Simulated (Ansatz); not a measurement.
Ansatz (a quantum-chemistry and plane-wave program) input:

Ansatz 0.2 input:
```yaml
crystal:
  lattice:
    - [-3.4263055206, 3.4263055206, 2.7759556382]
    - [3.4263055206, -3.4263055206, 2.7759556382]
    - [3.4263055206, 3.4263055206, -2.7759556382]
  atoms:
    - { symbol: In, position: [0.1551801567, 0.6551801567, 0.8103603133] }
    - { symbol: In, position: [0.6551801567, 0.8448198433, 0.5] }
    - { symbol: In, position: [0.8448198433, 0.3448198433, 0.1896396867] }
    - { symbol: In, position: [0.3448198433, 0.1551801567, 0.5] }
    - { symbol: Ag, position: [0.75, 0.75, 0.0] }
    - { symbol: Ag, position: [0.25, 0.25, 0.0] }
kpoints:
  mp_grid: { grid: [7, 7, 7] }
  band_path:
    path:
      - [[0.0, 0.0, 0.0], [0.0, 0.0, 0.5], [-0.5, 0.5, 0.5], [0.0, 0.0, 0.0], [0.4141016242, 0.4141016242, -0.4141016242]]  # Γ-X-M-Γ-Z
      - [[-0.4141016242, 0.5858983758, 0.4141016242], [-0.5, 0.5, 0.5]]  # Z_0-M
      - [[0.0, 0.0, 0.5], [0.25, 0.25, 0.25], [0.0, 0.5, 0.0], [0.0, 0.0, 0.0]]  # X-P-N-Γ
    npoints: 9
basis: { xc_grid: 2 }
hamiltonian:
  xc: pbesol
  pseudopotentials: { kind: paw }
magnetization: { noncollinear: true, spin_orbit: true }
scf:
  n_extra_bands: 12
  convergence: { dr2_threshold: 0.0000000001 }
  occupations: { method: gaussian, width: 0.05 }
output: { eigenvalues: true }
```

Output (shortened):

```
Pseudopotentials: kind: paw_fr
Pseudopotential: In, paw_fr, valence charge 13
Pseudopotential: Ag, paw_fr, valence charge 19
Functional definition: PBEsol
non-collinear run that drives no moment, with spin-orbit …
Crystal: 6 atoms, lattice volume = 130.354 Å³
Basis set: ecut = 420 eV, 2581 PW (Γ), exchange–correlation on 80×80×80 points (8 copies of the dense FFT grid, shifted against one another)
Bands: 102, of which v1, the nominal top of the filled ones, is band 90 counted from 1 (89 counted from 0)
Symmetry: 16 space group operations + 16 with time reversal
k-points: 40 of 343
Projection manifold: j_resolved (fully-relativistic pseudo-atomic orbitals)
PAW frozen core: In, regenerated for the run's functional, and the local potential with it
PAW frozen core: Ag, regenerated for the run's functional, and the local potential with it
Initial density: superposition of atomic densities (chi_scale 0.1, normalization cell, long waves kept (reshape's long-wave potential 0.00 eV rms))
Initial wavefunctions: pseudopotential atomic-orbital guess
Eigensolver: davidson
Functional: x = pbesol(κ = 0.804, μ = 0.12345679012345678), c = pbesol(β = 0.046)
SCF iter   1: F=—  HF=-37161.078996 eV  |F-HF|=—  |Δ(HF+E_count)|=         —  Δρ=8.47e-2  dr2=1.28e1  dr2_m=0.00e0 (ungated)  ethr=3.10e-3  |M|=0.00e0 ∫|m|=0.00e0 μB  |m|>n=0.0e0 m-floor=0.0e0 τ_xc=0.0e0  β_m=0.30  ⟨swp⟩=6.6  Hψ=9221  notcnv=0  defer=24
all-band conjugate gradients solve this SCF's bands
preconditioner: auto → Kerker (q_TF=auto, 2.565 Å⁻¹)
spin=Noncollinear: Kerker preconditioning applied to the charge; magnetization (m_x, m_y, m_z) channels mix plain (no charge-response kernel on spin).
SCF iter   2: F=—  HF=-37159.114653 eV  |F-HF|=—  |Δ(HF+E_count)|=    1.96e0  Δρ=3.44e-2  dr2=2.43e0  dr2_m=0.00e0 (ungated)  ethr=3.10e-3  |M|=0.00e0 ∫|m|=0.00e0 μB  |m|>n=0.0e0 m-floor=0.0e0 τ_xc=0.0e0  β_m=0.40  ⟨swp⟩=2.0  Hψ=3407  notcnv=0  defer=210
SCF iter   3: F=—  HF=-37158.622681 eV  |F-HF|=—  |Δ(HF+E_count)|=   4.92e-1  Δρ=1.35e-2  dr2=2.67e-1  dr2_m=0.00e0 (ungated)  ethr=2.70e-3  |M|=0.00e0 ∫|m|=0.00e0 μB  |m|>n=0.0e0 m-floor=0.0e0 τ_xc=0.0e0  β_m=0.67  ⟨swp⟩=2.0  Hψ=3004  notcnv=0  defer=204
SCF iter   4: F=—  HF=-37158.569476 eV  |F-HF|=—  |Δ(HF+E_count)|=   5.32e-2  Δρ=4.62e-3  dr2=2.55e-2  dr2_m=0.00e0 (ungated)  ethr=2.96e-4  |M|=0.00e0 ∫|m|=0.00e0 μB  |m|>n=0.0e0 m-floor=0.0e0 τ_xc=0.0e0  β_m=0.79  ⟨swp⟩=2.5  Hψ=2822  notcnv=0  defer=204
SCF iter   5: F=—  HF=-37158.564608 eV  |F-HF|=—  |Δ(HF+E_count)|=   4.87e-3  Δρ=1.07e-3  dr2=1.59e-3  dr2_m=0.00e0 (ungated)  ethr=2.83e-5  |M|=0.00e0 ∫|m|=0.00e0 μB  |m|>n=0.0e0 m-floor=0.0e0 τ_xc=0.0e0  β_m=0.89  ⟨swp⟩=2.1  Hψ=2777  notcnv=0  defer=200
SCF iter   6: F=—  HF=-37158.564328 eV  |F-HF|=—  |Δ(HF+E_count)|=   2.80e-4  Δρ=3.97e-4  dr2=3.34e-4  dr2_m=0.00e0 (ungated)  ethr=1.77e-6  |M|=0.00e0 ∫|m|=0.00e0 μB  |m|>n=0.0e0 m-floor=0.0e0 τ_xc=0.0e0  β_m=0.95  ⟨swp⟩=2.2  Hψ=3669  notcnv=0  defer=200
SCF iter   7: F=—  HF=-37158.564264 eV  |F-HF|=—  |Δ(HF+E_count)|=   6.45e-5  Δρ=9.78e-5  dr2=2.77e-5  dr2_m=0.00e0 (ungated)  ethr=3.71e-7  |M|=0.00e0 ∫|m|=0.00e0 μB  |m|>n=0.0e0 m-floor=0.0e0 τ_xc=0.0e0  β_m=0.97  ⟨swp⟩=2.0  Hψ=2434  notcnv=0  defer=200
SCF iter   8: F=—  HF=-37158.564261 eV  |F-HF|=—  |Δ(HF+E_count)|=   3.02e-6  Δρ=2.57e-5  dr2=1.79e-6  dr2_m=0.00e0 (ungated)  ethr=3.08e-8  |M|=0.00e0 ∫|m|=0.00e0 μB  |m|>n=0.0e0 m-floor=0.0e0 τ_xc=0.0e0  β_m=0.99  ⟨swp⟩=2.0  Hψ=2546  notcnv=0  defer=200
SCF iter  11: F=-37158.564278 eV  HF=-37158.564278 eV  |F-HF|=4.37e-11  |Δ(HF+E_count)|=  9.82e-10  Δρ=2.95e-7  dr2=8.48e-11  dr2_m=0.00e0 (ungated)  ethr=1.00e-12  |M|=0.00e0 ∫|m|=0.00e0 μB  |m|>n=0.0e0 m-floor=0.0e0 τ_xc=0.0e0  ⟨swp⟩=8.4  Hψ=8848  notcnv=0
SCF 1 converged in 11 iterations: F = -37158.564278 eV  dr2 = 8.48e-11
NSCF: frozen V_eff on 75 k-points
SCF converged after 11 iterations
Magnetization: |M| = 0.0000 μB,  M = (+0.0000, +0.0000, +0.0000) μB
Absolute magnetization: 0.0000 μB (∫|m|)
  site 0: m = (+0.0000, +0.0000, +0.0000) μB, |m| = 0.0000 μB  (R = 1.21 Å)
  site 1: m = (+0.0000, +0.0000, +0.0000) μB, |m| = 0.0000 μB  (R = 1.21 Å)
  site 2: m = (+0.0000, +0.0000, +0.0000) μB, |m| = 0.0000 μB  (R = 1.21 Å)
  site 3: m = (+0.0000, +0.0000, +0.0000) μB, |m| = 0.0000 μB  (R = 1.21 Å)
  site 4: m = (+0.0000, +0.0000, +0.0000) μB, |m| = 0.0000 μB  (R = 1.15 Å)
  site 5: m = (+0.0000, +0.0000, +0.0000) μB, |m| = 0.0000 μB  (R = 1.15 Å)
Free energy (F): -37158.564278 eV
Harris-Foulkes:  -37158.564278 eV  (|F-HF|=4.37e-11)
Internal energy: -37158.560503 eV  (E = F + TS)
E sigma→0 (E₀):  -37158.562391 eV
Entropy (-TS):   -0.003775 eV (-0.629 meV/atom)
Fermi energy:    13.007378 eV
--- Per-component energies (eV) ---
  E_band       = -623.059754
  E_kinetic    = 2025.463961
  E_local      = -9857.942135  (includes V_loc(G=0)·N_el)
  E_nonlocal   = 1630.846182
  E_hartree    = 4235.669100
  E_xc         = -1224.956123
  E_vxc        = -872.467422  (∫ρ·V_xc dr)
  E_paw        = -24008.674185  (= ΣΔE_a)
  E_vpaw       = -2020.298901  (= ΣTr[D̂ρ^β])
  E_aug_tail   = 0.000682  (compensation charges beyond the density's cutoff)
  E_ewald      = -9960.573935
  E_core_change = 1.605950  (= ΣΔE_core)
  E_smearing   = -0.003775  (= −TS)
  E_closure    = 0.000000  (closes the sum)
  Σ components = -37158.564278   (vs F -37158.564278, Δ=0.00e0)
  [band-id]    e_kinetic+e_local+e_nonlocal+2·e_hartree+e_vxc+e_vpaw+e_augmentation_tail = -623.059432   (vs E_band -623.059754, Δ=3.22e-4)
--- Band table (eV; the first three rows and the last of 40) ---
  k-point 0: bands = ["-79.7591", "-79.7591", "-79.7489", "-79.7489", "-46.8280", "-46.8280", "-46.7985", "-46.7985", "-41.7293", "-41.7293", "-41.6923", "-41.6923", "-41.6784", "-41.6784", "-41.6329", "-41.6329", "-2.1134", "-2.1134", "-2.1089", "-2.1089", "-2.0987", "-2.0987", "-2.0869", "-2.0869", "-2.0784", "-2.0784", "-2.0544", "-2.0544", "-2.0480", "-2.0480", "-2.0428", "-2.0428", "-1.2832", "-1.2832", "-1.2832", "-1.2832", "-1.2672", "-1.2672", "-1.2478", "-1.2478", "-1.2380", "-1.2380", "-1.2223", "-1.2223", "-1.2110", "-1.2110", "-1.2032", "-1.2032", "-1.1912", "-1.1912", "-1.1246", "-1.1246", "-1.1079", "-1.1079", "-1.0602", "-1.0602", "3.2172", "3.2172", "6.4933", "6.4933", "6.4987", "6.4987", "6.5698", "6.5698", "6.6444", "6.6444", "7.4789", "7.4789", "7.6114", "7.6114", "8.0900", "8.0900", "8.4221", "8.4221", "8.6564", "8.6564", "8.7333", "8.7333", "10.2608", "10.2608", "10.2876", "10.2876", "10.7234", "10.7234", "11.3829", "11.3829", "12.0448", "12.0448", "12.2999", "12.2999", "12.3111", "12.3111", "12.5400", "12.5400", "13.1977", "13.1977", "13.2271", "13.2271", "13.6568", "13.6568", "15.3943", "15.3943"]
  k-point 1: bands = ["-79.7591", "-79.7591", "-79.7489", "-79.7489", "-46.8280", "-46.8280", "-46.7985", "-46.7985", "-41.7293", "-41.7293", "-41.6923", "-41.6923", "-41.6784", "-41.6784", "-41.6330", "-41.6330", "-2.1146", "-2.1146", "-2.1100", "-2.1100", "-2.0954", "-2.0954", "-2.0894", "-2.0894", "-2.0788", "-2.0788", "-2.0589", "-2.0589", "-2.0469", "-2.0469", "-2.0429", "-2.0429", "-1.2902", "-1.2902", "-1.2858", "-1.2858", "-1.2646", "-1.2646", "-1.2452", "-1.2452", "-1.2354", "-1.2354", "-1.2304", "-1.2304", "-1.2053", "-1.2053", "-1.1935", "-1.1935", "-1.1862", "-1.1862", "-1.1381", "-1.1381", "-1.1035", "-1.1035", "-1.0535", "-1.0535", "3.3606", "3.3606", "6.4682", "6.4682", "6.5016", "6.5016", "6.5770", "6.5770", "6.6660", "6.6660", "7.4422", "7.4422", "7.6251", "7.6251", "8.0702", "8.0702", "8.4152", "8.4152", "8.6407", "8.6407", "8.6710", "8.6710", "9.0885", "9.0885", "10.4034", "10.4034", "10.7427", "10.7427", "11.4764", "11.4764", "11.8110", "11.8110", "11.8579", "11.8579", "12.4179", "12.4179", "13.3800", "13.3800", "13.5736", "13.5736", "13.9636", "13.9636", "14.3973", "14.3973", "15.7081", "15.7081"]
  k-point 2: bands = ["-79.7591", "-79.7591", "-79.7489", "-79.7489", "-46.8280", "-46.8280", "-46.7985", "-46.7985", "-41.7293", "-41.7293", "-41.6923", "-41.6923", "-41.6784", "-41.6784", "-41.6330", "-41.6330", "-2.1175", "-2.1175", "-2.1123", "-2.1123", "-2.0967", "-2.0967", "-2.0863", "-2.0863", "-2.0759", "-2.0759", "-2.0659", "-2.0659", "-2.0522", "-2.0522", "-2.0423", "-2.0423", "-1.2985", "-1.2985", "-1.2871", "-1.2871", "-1.2610", "-1.2610", "-1.2453", "-1.2453", "-1.2386", "-1.2386", "-1.2256", "-1.2256", "-1.2226", "-1.2226", "-1.1851", "-1.1851", "-1.1716", "-1.1716", "-1.1289", "-1.1289", "-1.1034", "-1.1034", "-1.0467", "-1.0467", "3.7889", "3.7889", "6.2187", "6.2187", "6.4821", "6.4821", "6.5567", "6.5567", "6.7570", "6.7570", "7.3276", "7.3276", "7.6427", "7.6427", "7.9813", "7.9813", "8.0300", "8.0300", "8.4249", "8.4249", "8.5515", "8.5515", "8.6622", "8.6622", "10.3770", "10.3770", "10.6455", "10.6455", "11.1733", "11.1733", "11.2957", "11.2957", "11.9292", "11.9292", "12.5378", "12.5378", "14.0491", "14.0491", "14.4474", "14.4474", "15.1551", "15.1551", "15.7345", "15.7345", "16.1164", "16.1164"]
  k-point 39: bands = ["-79.7591", "-79.7591", "-79.7489", "-79.7489", "-46.8280", "-46.8280", "-46.7985", "-46.7985", "-41.7293", "-41.7293", "-41.6924", "-41.6924", "-41.6784", "-41.6784", "-41.6330", "-41.6330", "-2.1306", "-2.1306", "-2.1156", "-2.1156", "-2.1010", "-2.1010", "-2.0957", "-2.0957", "-2.0740", "-2.0740", "-2.0608", "-2.0608", "-2.0510", "-2.0510", "-2.0468", "-2.0468", "-1.3122", "-1.3122", "-1.3022", "-1.3022", "-1.2868", "-1.2868", "-1.2631", "-1.2631", "-1.2516", "-1.2516", "-1.2388", "-1.2388", "-1.1915", "-1.1915", "-1.1517", "-1.1517", "-1.1252", "-1.1252", "-1.1114", "-1.1114", "-1.0856", "-1.0856", "-1.0535", "-1.0535", "5.5610", "5.5610", "6.1752", "6.1752", "6.5906", "6.5906", "6.6698", "6.6698", "6.7821", "6.7821", "6.9340", "6.9340", "7.6555", "7.6555", "7.6680", "7.6680", "7.7013", "7.7013", "8.1073", "8.1073", "8.1525", "8.1525", "8.4203", "8.4203", "8.4551", "8.4551", "8.6123", "8.6123", "9.0209", "9.0209", "10.8256", "10.8256", "14.6435", "14.6435", "14.7095", "14.7095", "15.4595", "15.4595", "16.1041", "16.1041", "16.9154", "16.9154", "17.1970", "17.1970", "17.4933", "17.4933"]
  band table: 102 of 102 bands, residual norms ≤ 1.0e-3 eV
```

Cost: roughly 5 core-minutes on shared cores.

Space group I4/mcm. The workflow started from an entry of the Crystallography Open Database (COD). Whether it is the stable phase at ambient conditions was not checked. Symmetry was held in the PBEsol relaxation; whether a distortion lowers the energy is not shown. No spin polarisation was allowed. Axis ratios of metals converge slowly with the k-mesh, so a and c are less sure than the volume.

Potentials: the later of the program's two PAW sets.

Ansatz is a plane-wave DFT program.
